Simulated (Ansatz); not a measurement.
MnPt (L1₀ or tetragonal B2, P4/mmm) at seven volumes, the program Ansatz at the r²SCAN level (PAW), shape and atoms relaxed at each. One row is withheld.

```json
[
 {"V (Å³/atom)": "13.375", "P (GPa)": "?"},
 {"V (Å³/atom)": "13.816", "P (GPa)": "12.97"},
 {"V (Å³/atom)": "14.257", "P (GPa)": "5.90"},
 {"V (Å³/atom)": "14.698", "P (GPa)": "0.01"},
 {"V (Å³/atom)": "15.139", "P (GPa)": "-4.90"},
 {"V (Å³/atom)": "15.580", "P (GPa)": "-9.00"},
 {"V (Å³/atom)": "16.021", "P (GPa)": "-12.43"}
]
```

### Question
Fit the shown pressures and predict the withheld one.

### Answer
P = (3/2)B₀(x^(7/2) − x^(5/2))[1 + (3/4)(B′ − 4)(x − 1)] with x = (V₀/V)^(2/3). Least squares on the six rows gives V₀ = 14.699 Å³/atom, B₀ = 179 GPa, B′ = 5.03. At V = 13.375, x = 1.0650 and P = 21.43 GPa. The run itself gave 21.42 GPa.

The start of the workflow was typed in or built on a structure type; the Crystallography Open Database files this formula in space group No. 123, but the cells were not matched. Its standing as an ambient phase is unchecked. The r²SCAN relaxation kept the symmetry of its start, as lowered by the spin order; its stability against distortions is not shown here. Spin order of the final state: antiferromagnetic, chosen from 5 collinear starts compared on coarse meshes (ties went to the first, and starts can fall back to one state), not a proven ground state. Other orbital occupations within this spin state were not tried. Spin–orbit coupling is left out wherever it is not named.

Potentials: the later of the program's two PAW sets.
